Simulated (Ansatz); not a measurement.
Mg2TeS:
Space group R3m, hexagonal axes (No. 160); a = 4.274 Å, b = 4.274 Å, c = 21.129 Å, α = 90.00°, β = 90.00°, γ = 120.00°

| atom | site | symmetry | x | y | z |
|---|---|---|---|---|---|
| Mg | 3a | 3m | 0.0000 | 0.0000 | 0.9909 |
| Mg | 3a | 3m | 0.0000 | 0.0000 | 0.5102 |
| Te | 3a | 3m | 0.0000 | 0.0000 | 0.1228 |
| S | 3a | 3m | 0.0000 | 0.0000 | 0.6261 |
(The calculation used a cell of 4 atoms; values per cell refer to that cell.)

Relaxed with r²SCAN.

Problem. Which orbitals make up the states near the band edges in r²SCAN (plane waves, PAW; program Ansatz)?

Solution. Top 1 eV of the valence band: Te 5p 93 %. Bottom 1 eV of the conduction band: Mg 3s 35 %, S 3s 7 %, outside the projected shells 48 %. Projections are on Löwdin-orthogonalised atomic valence shells; empty p or d shells of many metals are not among them.

Problem. Tabulate the density of states.

Solution. States/eV per cell of 4 atoms, in 0.25 eV bins, energy from the valence-band maximum.

| E (eV) | total | S 3p | Te 5p | Mg 3s |
|---|---|---|---|---|
| -7.85 | 0.00 | 0.00 | 0.00 | 0.00 |
| -7.60 | 0.00 | 0.00 | 0.00 | 0.00 |
| -7.35 | 0.00 | 0.00 | 0.00 | 0.00 |
| -7.10 | 0.00 | 0.00 | 0.00 | 0.00 |
| -6.85 | 0.00 | 0.00 | 0.00 | 0.00 |
| -6.60 | 0.00 | 0.00 | 0.00 | 0.00 |
| -6.35 | 0.00 | 0.00 | 0.00 | 0.00 |
| -6.10 | 0.00 | 0.00 | 0.00 | 0.00 |
| -5.85 | 0.00 | 0.00 | 0.00 | 0.00 |
| -5.60 | 0.00 | 0.00 | 0.00 | 0.00 |
| -5.35 | 0.00 | 0.00 | 0.00 | 0.00 |
| -5.10 | 0.00 | 0.00 | 0.00 | 0.00 |
| -4.85 | 0.00 | 0.00 | 0.00 | 0.00 |
| -4.60 | 0.00 | 0.00 | 0.00 | 0.00 |
| -4.35 | 0.03 | 0.02 | 0.00 | 0.01 |
| -4.10 | 1.79 | 1.16 | 0.26 | 0.33 |
| -3.85 | 4.13 | 2.67 | 0.57 | 0.80 |
| -3.60 | 3.36 | 1.55 | 1.09 | 0.63 |
| -3.35 | 3.99 | 1.87 | 1.32 | 0.64 |
| -3.10 | 2.28 | 1.71 | 0.25 | 0.21 |
| -2.85 | 2.41 | 1.86 | 0.35 | 0.11 |
| -2.60 | 4.12 | 2.98 | 0.92 | 0.09 |
| -2.35 | 4.23 | 2.97 | 1.06 | 0.08 |
| -2.10 | 3.75 | 2.27 | 1.28 | 0.08 |
| -1.85 | 2.94 | 0.65 | 2.08 | 0.09 |
| -1.60 | 3.17 | 0.60 | 2.39 | 0.07 |
| -1.35 | 3.98 | 0.91 | 2.92 | 0.05 |
| -1.10 | 2.17 | 0.35 | 1.73 | 0.02 |
| -0.85 | 2.33 | 0.12 | 2.12 | 0.02 |
| -0.60 | 1.50 | 0.04 | 1.40 | 0.01 |
| -0.35 | 1.15 | 0.02 | 1.09 | 0.00 |
| -0.10 | 0.69 | 0.01 | 0.66 | 0.00 |
| 0.15 | 0.00 | 0.00 | 0.00 | 0.00 |
| 0.40 | 0.00 | 0.00 | 0.00 | 0.00 |
| 0.65 | 0.00 | 0.00 | 0.00 | 0.00 |
| 0.90 | 0.00 | 0.00 | 0.00 | 0.00 |
| 1.15 | 0.00 | 0.00 | 0.00 | 0.00 |
| 1.40 | 0.00 | 0.00 | 0.00 | 0.00 |
| 1.65 | 0.00 | 0.00 | 0.00 | 0.00 |
| 1.90 | 0.00 | 0.00 | 0.00 | 0.00 |
| 2.15 | 0.01 | 0.00 | 0.00 | 0.01 |
| 2.40 | 0.07 | 0.00 | 0.00 | 0.04 |
| 2.65 | 0.15 | 0.01 | 0.01 | 0.08 |
| 2.90 | 0.52 | 0.02 | 0.02 | 0.15 |
| 3.15 | 0.92 | 0.04 | 0.03 | 0.24 |
| 3.40 | 1.55 | 0.07 | 0.05 | 0.44 |
| 3.65 | 2.20 | 0.11 | 0.08 | 0.57 |
| 3.90 | 2.11 | 0.11 | 0.07 | 0.55 |
| 4.15 | 1.79 | 0.08 | 0.05 | 0.40 |
| 4.40 | 2.64 | 0.09 | 0.10 | 0.61 |
| 4.65 | 3.23 | 0.10 | 0.13 | 0.66 |
| 4.90 | 2.65 | 0.12 | 0.14 | 0.76 |
| 5.15 | 2.59 | 0.15 | 0.15 | 0.75 |
| 5.40 | 2.90 | 0.14 | 0.13 | 0.67 |
| 5.65 | 2.90 | 0.06 | 0.12 | 0.43 |
| 5.90 | 3.19 | 0.07 | 0.14 | 0.52 |
| 6.15 | 3.15 | 0.06 | 0.12 | 0.43 |
| 6.40 | 3.70 | 0.07 | 0.07 | 0.33 |
| 6.65 | 4.62 | 0.09 | 0.08 | 0.35 |
| 6.90 | 4.07 | 0.09 | 0.08 | 0.35 |

The workflow started from a Materials Project entry (that database holds measured and hypothetical structures alike); the Crystallography Open Database copy checked does not list it. Its standing as an ambient phase is unchecked. Symmetry was held in the r²SCAN relaxation; its stability against distortions is not shown here. Scalar-relativistic: spin–orbit coupling is off unless named, which matters more the heavier the elements.

Potentials: the later of the program's two PAW sets.
